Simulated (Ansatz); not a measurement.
TePt (NiAs type, space group No. 194), plane-wave PAW r²SCAN (Ansatz code), all energies at zero smearing, with the estimated change up to a 700 eV cutoff added, with one set of potentials and settings (totals compare only within such a set). Cell of 4 atoms (2 Pt, 2 Te): -39063.964 eV.

| element | reference phase | E (eV/atom) |
|---|---|---|
| Pt | Fm-3m, 1 atoms in the cell | -12536.7848 |
| Te | P3_121, 3 atoms in the cell | -6994.8235 |

Formation energy per atom, worked out: (-39063.964 − 2×(-12536.7848) − 2×(-6994.8235))/4 = -0.187 eV/atom (-18 kJ per mol of atoms), at 0 K, without zero-point energy or fitted corrections.

Space group P6_3/mmc (NiAs type). The workflow started from an entry of the Crystallography Open Database (COD), which files this formula under 2 space groups. Whether it is the stable phase at ambient conditions was not checked. The cell was relaxed with r²SCAN under the symmetry of its start; whether a distortion lowers the energy is not shown. The run is not spin-polarised. The references are the lowest solids computed at this level, not always the standard phases. Scalar-relativistic: spin–orbit coupling is off unless named, which matters more the heavier the elements.

Potentials: the later of the program's two PAW sets.
